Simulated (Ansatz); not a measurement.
Molecular dynamics on a 2×2×2 supercell (16 atoms) of CsH (zincblende), relaxed with r2SCAN. Forces come from r2SCAN in Ansatz: Langevin thermostat and barostat (NPT), 200 K, steps of 1 fs. Classical nuclei, no spin polarisation; a few dozen steps show the first response, not equilibrium. The structure comes from a prototype and may be hypothetical.

```yaml
crystal:
  lattice:
    - [0.0, 6.9903492402, 6.9903492402]
    - [6.9903492402, 0.0, 6.9903492402]
    - [6.9903492402, 6.9903492402, 0.0]
  atoms:
    - { symbol: Cs, position: [0.0, 0.0, 0.0] }
    - { symbol: H, position: [0.125, 0.125, 0.125] }
    - { symbol: Cs, position: [0.0, 0.0, 0.5] }
    - { symbol: H, position: [0.125, 0.125, 0.625] }
    - { symbol: Cs, position: [0.0, 0.5, 0.0] }
    - { symbol: H, position: [0.125, 0.625, 0.125] }
    - { symbol: Cs, position: [0.0, 0.5, 0.5] }
    - { symbol: H, position: [0.125, 0.625, 0.625] }
    - { symbol: Cs, position: [0.5, 0.0, 0.0] }
    - { symbol: H, position: [0.625, 0.125, 0.125] }
    - { symbol: Cs, position: [0.5, 0.0, 0.5] }
    - { symbol: H, position: [0.625, 0.125, 0.625] }
    - { symbol: Cs, position: [0.5, 0.5, 0.0] }
    - { symbol: H, position: [0.625, 0.625, 0.125] }
    - { symbol: Cs, position: [0.5, 0.5, 0.5] }
    - { symbol: H, position: [0.625, 0.625, 0.625] }
kpoints:
  mp_grid: { grid: [2, 2, 2] }
hamiltonian:
  xc: r2scan
scf:
  occupations: { method: fermi_dirac, width: 0.02 }
md:
  ensemble: npt_langevin
  temperature: 200
  timestep: 1.0
  n_steps: 30
  initial_velocities: maxwell_boltzmann
  seed: 7270
```

Command: `ansatz run input.yaml --threads 4 --pin off --max-ram 3686MiB --backend cpu --events-out ev --progress --plain --runs-dir out`. It ended after 7.6 min on 4 threads of Intel(R) Xeon(R) Processor @ 2.50GHz (Skylake/Cascade Lake), with other jobs on the host, load about 0.9 per core; peak host memory 3 GiB.

| step | t (fs) | T (K) | free energy F from step 0 (meV/atom) | kinetic energy (meV/atom) | pressure (GPa) | volume (Å³/atom) | largest force (eV/Å) |
| --- | --- | --- | --- | --- | --- | --- | --- |
| 0 | 0 | 188 | 0.0 | 24.2 | 0.08 | 42.70 | 0.00 |
| 1 | 1 | 195 | 0.2 | 25.2 | 0.08 | 42.69 | 0.04 |
| 2 | 2 | 194 | 0.6 | 25.1 | 0.09 | 42.66 | 0.07 |
| 3 | 3 | 188 | 1.4 | 24.3 | 0.09 | 42.64 | 0.11 |
| 4 | 4 | 181 | 2.3 | 23.4 | 0.10 | 42.63 | 0.14 |
| 5 | 5 | 173 | 3.6 | 22.4 | 0.10 | 42.63 | 0.17 |
| 6 | 6 | 152 | 5.0 | 19.7 | 0.10 | 42.64 | 0.20 |
| 7 | 7 | 137 | 6.4 | 17.7 | 0.11 | 42.64 | 0.22 |
| 8 | 8 | 123 | 7.8 | 15.9 | 0.11 | 42.65 | 0.25 |
| 9 | 9 | 109 | 9.1 | 14.1 | 0.11 | 42.65 | 0.27 |
| 10 | 10 | 107 | 10.5 | 13.8 | 0.12 | 42.66 | 0.30 |
| 11 | 11 | 92 | 11.7 | 11.9 | 0.12 | 42.67 | 0.32 |
| 12 | 12 | 84 | 12.7 | 10.8 | 0.12 | 42.68 | 0.34 |
| 13 | 13 | 78 | 13.6 | 10.1 | 0.12 | 42.71 | 0.35 |
| 14 | 14 | 66 | 14.2 | 8.5 | 0.12 | 42.74 | 0.36 |
| 15 | 15 | 69 | 14.5 | 9.0 | 0.11 | 42.77 | 0.37 |

The temperature starts at 188 K, is lowest at step 14 (66 K, 14 fs) and ends at 69 K. The thermostat hasn't had time to restore it. The atoms start on their lattice sites with kinetic energy alone, so much of it first passes into potential energy. The job's limit cut the run after 15 of 30 steps.

Positions (Å) and forces (eV/Å) at step 15:
```
cell (Å): 0.000 6.994 6.994; 6.994 0.000 6.994; 6.994 6.994 0.000
Cs   0.015   0.009   0.004    -0.040  -0.007   0.028
H    1.756   1.708   1.740    -0.003   0.109   0.015
Cs   3.480   3.508  -0.016    -0.036  -0.050  -0.115
H    5.449   4.983   1.536    -0.133   0.147   0.126
Cs   3.501  -0.026   3.517    -0.162   0.043   0.018
H    4.937   1.570   5.470     0.214   0.082  -0.094
Cs   6.987   3.494   3.487    -0.123  -0.319  -0.104
H    8.636   5.107   4.955     0.087   0.159   0.318
Cs  -0.007   3.500   3.503     0.041   0.058   0.019
H    1.725   5.370   5.298     0.078  -0.079  -0.136
Cs   3.508   7.006   3.477     0.087  -0.051  -0.043
H    5.274   8.778   5.194    -0.038  -0.077   0.038
Cs   3.506   3.499   7.003    -0.021   0.230   0.055
H    5.235   5.431   8.892     0.160  -0.158  -0.174
Cs   6.989   7.000   6.995     0.066   0.041  -0.044
H    8.933   8.798   8.676    -0.176  -0.128   0.095
```
